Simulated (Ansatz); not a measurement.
Polymorphs of Ga, each relaxed with PBEsol in the plane-wave PAW code Ansatz:

A: Cmcm
a = 7.6539 Å, b = 4.5693 Å, c = 4.5436 Å, α = β = γ = 90.00°

```tsv
atom	site	symmetry	x	y	z
Ga	8g	..m	0.1621	0.1726	0.2500
```

B: α-Ga (Cmce)
a = 4.4785 Å, b = 7.5956 Å, c = 4.4858 Å, α = 90.00°, β = 90.00°, γ = 90.00°

```json
[
 {"atom": "Ga", "site": "8f", "symmetry": "m..", "x": "0.0000", "y": "0.3440", "z": "0.4166"}
]
```

Task: Order them by energy per atom at 0 K (lowest first) at the level PBEsol.

Result: B (+0 meV/atom), A (+16 meV/atom)

Not the usual ambient phase: A. All cells were relaxed under the symmetry of their starts (and spin orders); stability against distortions was not tested throughout. Spin–orbit coupling is left out wherever it is not named.

Energies hold the estimated change up to a 700 eV cutoff; steps of a few meV lie near the error of the meshes.

Potentials: the later of the program's two PAW sets.
